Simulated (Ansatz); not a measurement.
ZnS:
```cif
data_S18Zn18
_chemical_formula_sum 'Zn18 S18'
_space_group_name_H-M_alt 'R3m :H'
_space_group_IT_number 160
_space_group_name_Hall 'R 3 -2"'
_cell_length_a 3.80903
_cell_length_b 3.80903
_cell_length_c 56.07178
_cell_angle_alpha 90.000
_cell_angle_beta 90.000
_cell_angle_gamma 120.000
loop_
_atom_site_label
_atom_site_type_symbol
_atom_site_symmetry_multiplicity
_atom_site_Wyckoff_symbol
_atom_site_fract_x
_atom_site_fract_y
_atom_site_fract_z
_atom_site_occupancy
Zn1 Zn 3 a 0.00000 0.00000 0.44441 1
Zn2 Zn 3 a 0.00000 0.00000 0.83333 1
Zn3 Zn 3 a 0.00000 0.00000 0.61098 1
Zn4 Zn 3 a 0.00000 0.00000 0.72215 1
Zn5 Zn 3 a 0.00000 0.00000 0.99991 1
Zn6 Zn 3 a 0.00000 0.00000 0.22216 1
S1 S 3 a 0.00000 0.00000 0.40272 1
S2 S 3 a 0.00000 0.00000 0.95822 1
S3 S 3 a 0.00000 0.00000 0.56937 1
S4 S 3 a 0.00000 0.00000 0.79171 1
S5 S 3 a 0.00000 0.00000 0.68055 1
S6 S 3 a 0.00000 0.00000 0.18054 1
```
(The calculation used a cell of 12 atoms; values per cell refer to that cell.)

Relaxed with r²SCAN.

Question: Which orbitals make up the states near the band edges in the program Ansatz at the r²SCAN level (PAW)?

Answer: Top 1 eV of the valence band: S 3p 87 %, Zn 3d 9 %. Bottom 1 eV of the conduction band: Zn 4s 58 %, S 3s 28 %, S 3p 12 %. Projections are on Löwdin-orthogonalised atomic valence shells; empty p or d shells of many metals are not among them.

Question: Tabulate the density of states.

Answer: States/eV per cell of 12 atoms, in 0.25 eV bins, energy from the valence-band maximum.

| E (eV) | total | Zn 3d | S 3p | Zn 4s |
|---|---|---|---|---|
| -7.85 | 0.00 | 0.00 | 0.00 | 0.00 |
| -7.60 | 0.00 | 0.00 | 0.00 | 0.00 |
| -7.35 | 0.00 | 0.00 | 0.00 | 0.00 |
| -7.10 | 0.00 | 0.00 | 0.00 | 0.00 |
| -6.85 | 0.00 | 0.00 | 0.00 | 0.00 |
| -6.60 | 19.71 | 16.30 | 2.86 | 0.52 |
| -6.35 | 92.12 | 81.73 | 9.46 | 0.80 |
| -6.10 | 61.52 | 58.65 | 2.23 | 0.52 |
| -5.85 | 57.09 | 55.26 | 0.83 | 0.53 |
| -5.60 | 9.56 | 8.79 | 0.20 | 0.15 |
| -5.35 | 0.45 | 0.06 | 0.30 | 0.08 |
| -5.10 | 2.70 | 0.43 | 1.68 | 0.51 |
| -4.85 | 8.67 | 1.28 | 5.16 | 1.98 |
| -4.60 | 9.51 | 1.65 | 5.31 | 2.17 |
| -4.35 | 6.73 | 1.37 | 3.66 | 1.27 |
| -4.10 | 4.33 | 0.92 | 2.35 | 0.69 |
| -3.85 | 3.20 | 0.67 | 1.76 | 0.46 |
| -3.60 | 2.62 | 0.51 | 1.50 | 0.33 |
| -3.35 | 3.22 | 0.50 | 2.19 | 0.27 |
| -3.10 | 6.97 | 0.81 | 5.46 | 0.30 |
| -2.85 | 6.69 | 0.72 | 5.32 | 0.27 |
| -2.60 | 8.22 | 0.81 | 6.69 | 0.27 |
| -2.35 | 9.77 | 0.88 | 8.20 | 0.23 |
| -2.10 | 9.32 | 0.82 | 7.87 | 0.18 |
| -1.85 | 10.47 | 0.91 | 8.93 | 0.15 |
| -1.60 | 10.84 | 0.94 | 9.31 | 0.12 |
| -1.35 | 11.55 | 1.00 | 9.99 | 0.09 |
| -1.10 | 11.21 | 0.99 | 9.72 | 0.07 |
| -0.85 | 7.87 | 0.72 | 6.85 | 0.03 |
| -0.60 | 5.12 | 0.48 | 4.46 | 0.02 |
| -0.35 | 3.30 | 0.32 | 2.89 | 0.01 |
| -0.10 | 1.23 | 0.12 | 1.09 | 0.00 |
| 0.15 | 0.00 | 0.00 | 0.00 | 0.00 |
| 0.40 | 0.00 | 0.00 | 0.00 | 0.00 |
| 0.65 | 0.00 | 0.00 | 0.00 | 0.00 |
| 0.90 | 0.00 | 0.00 | 0.00 | 0.00 |
| 1.15 | 0.00 | 0.00 | 0.00 | 0.00 |
| 1.40 | 0.00 | 0.00 | 0.00 | 0.00 |
| 1.65 | 0.00 | 0.00 | 0.00 | 0.00 |
| 1.90 | 0.00 | 0.00 | 0.00 | 0.00 |
| 2.15 | 0.00 | 0.00 | 0.00 | 0.00 |
| 2.40 | 0.00 | 0.00 | 0.00 | 0.00 |
| 2.65 | 0.00 | 0.00 | 0.00 | 0.00 |
| 2.90 | 0.04 | 0.00 | 0.00 | 0.03 |
| 3.15 | 0.14 | 0.00 | 0.01 | 0.08 |
| 3.40 | 0.23 | 0.00 | 0.03 | 0.13 |
| 3.65 | 0.38 | 0.00 | 0.05 | 0.21 |
| 3.90 | 2.00 | 0.01 | 0.23 | 0.72 |
| 4.15 | 4.51 | 0.01 | 0.57 | 1.64 |
| 4.40 | 6.48 | 0.02 | 0.87 | 2.21 |
| 4.65 | 9.04 | 0.03 | 1.27 | 2.90 |
| 4.90 | 9.66 | 0.03 | 1.48 | 3.12 |
| 5.15 | 8.70 | 0.03 | 1.42 | 2.79 |
| 5.40 | 7.14 | 0.02 | 1.24 | 2.23 |
| 5.65 | 6.50 | 0.02 | 1.02 | 1.70 |
| 5.90 | 5.97 | 0.01 | 0.78 | 1.28 |
| 6.15 | 6.86 | 0.01 | 0.88 | 1.46 |
| 6.40 | 6.17 | 0.01 | 0.72 | 1.15 |
| 6.65 | 8.10 | 0.01 | 0.69 | 1.06 |
| 6.90 | 9.06 | 0.01 | 0.61 | 0.89 |
| 7.15 | 5.92 | 0.01 | 0.27 | 0.33 |
| 7.40 | 8.27 | 0.01 | 0.26 | 0.21 |

The first step of the workflow began from a Materials Project structure, measured or hypothetical; the Crystallography Open Database files this formula in space group No. 160, but the cells were not matched. It is not the phase usual at ambient conditions (space group No. 186, 216). The cell was relaxed with r²SCAN under the symmetry of its start; its stability against distortions is not shown here.

Potentials: the later of the program's two PAW sets.
